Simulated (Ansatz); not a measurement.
This LiSe4 structure is the end of a relaxation. The cell was found from a structure generator's guess, not taken from experiment.

These are results of DFT PBE, scalar-relativistic, plane waves, PAW in Ansatz, not measurements. Cutoff 420 eV, Γ-centred mesh, Gaussian smearing, no spin polarisation.

```
Li Se
1.0
     2.71229    0.00000    0.00000
     0.00000    5.44484    0.00000
     0.00000    0.00000    8.73510
Li Se
1 4
Cartesian
  1.3561 0.0000 0.0000
  0.0000 2.7224 1.9992
  0.0000 0.0000 6.5227
  0.0000 0.0000 2.2124
  0.0000 2.7224 6.7359
```

The zero of energy is the elements' standard structures at the same level; no fitted shifts are applied.

Q: Find its symmetry and describe it.

A: Pmmm (No. 47). Conventional cell: a = 2.712 Å, b = 5.445 Å, c = 8.735 Å. Li is surrounded by 4 Se at 2.59 Å and 2 Li at 2.71 Å; around Se on its first site lie 4 Se at 2.71–2.73 Å; around Se on its second site lie 2 Li at 2.59 Å and 4 Se at 2.71–2.73 Å.

Q: How far does it lie from the elements in energy?

A: −0.19 eV/atom. Whether it is stable depends on the other phases of the system, which aren't compared here.

Q: Is it a metal?

A: Yes, bands cross the Fermi level on the 14×8×6 mesh.

The last run used a 14×8×6 mesh (in the run's order of axes) for its 5-atom cell and Gaussian smearing of 0.10 eV. Weakly bound directions are ill-defined at this level, which has no dispersion term. An odd number of electrons in the primitive cell allows no gap without spin; a larger cell or a magnetic state could open one. The reference form of Se is held partly by dispersion forces, which this level lacks. Symmetry constrained the relaxation, so the result can be a saddle point.
